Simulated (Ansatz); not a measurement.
**Perovskite alloy of KMgF3 and KZnF3 (7 of 8 Mg sites exchanged), 40 atoms**

Ansatz, PAW, plane waves. PBEsol relaxation of volume and atoms (shape held) at the single k point (¼, ¼, ¼) without its symmetry partners; single points on the relaxed atoms at the single k point (¼, ¼, ¼) without its symmetry partners, onto which points of the small cell's zone fold. Arrangement: random. No spin–orbit coupling unless named.

Relaxed structure:

```
K Zn Mg F
1.0
     8.09002    0.00000    0.00000
     0.00000    8.09002    0.00000
     0.00000    0.00000    8.09002
K Zn Mg F
8 7 1 24
Direct
  0.00002 0.99904 0.00098
  0.00001 0.99902 0.50103
  0.99999 0.49912 0.00093
  0.00005 0.49915 0.50110
  0.49992 0.99902 0.00094
  0.49995 0.99903 0.50106
  0.49999 0.49912 0.00100
  0.49990 0.49912 0.50102
  0.24998 0.24907 0.25098
  0.24999 0.24908 0.75099
  0.24997 0.74907 0.25101
  0.24999 0.74909 0.75103
  0.74998 0.24907 0.75097
  0.74997 0.74907 0.25104
  0.74997 0.74907 0.75104
  0.74997 0.24907 0.25098
  0.24995 0.24910 0.00115
  0.25003 0.24906 0.50083
  0.25007 0.74908 0.00106
  0.24987 0.74906 0.50098
  0.75026 0.24936 0.00378
  0.74968 0.24876 0.49819
  0.74988 0.74909 0.00119
  0.75006 0.74905 0.50088
  0.99719 0.24893 0.25097
  0.99982 0.24871 0.75073
  0.99980 0.74880 0.25095
  0.99995 0.74941 0.75113
  0.50277 0.24921 0.25102
  0.50015 0.24943 0.75122
  0.50014 0.74934 0.25115
  0.50001 0.74875 0.75094
  0.25001 0.99923 0.25099
  0.25036 0.99911 0.75103
  0.24993 0.49891 0.25099
  0.24961 0.49905 0.75099
  0.75032 0.00186 0.25111
  0.74965 0.99923 0.75125
  0.74962 0.49628 0.25089
  0.75032 0.49891 0.75078
```

**Question.** What are the mean bond lengths by pair (pairs within 1.2 times the sum of covalent radii, less contacts 15 % beyond the pair's median; cation–cation pairs of compounds aside; long ionic contacts are cut short by that bound)?

**Answer.** F–K 2.860 ± 0.002 Å (standard deviation, 96 bonds); F–Mg 2.000 ± 0.000 Å (standard deviation, 6 bonds); F–Zn 2.026 ± 0.008 Å (standard deviation, 42 bonds).

**Question.** What gap lies between the top filled and the lowest empty level in the single points?

**Answer.** r²SCAN 5.94 eV (15 s on 7 threads of Neoverse-V2). Away from Γ this isn't the crystal's band gap.
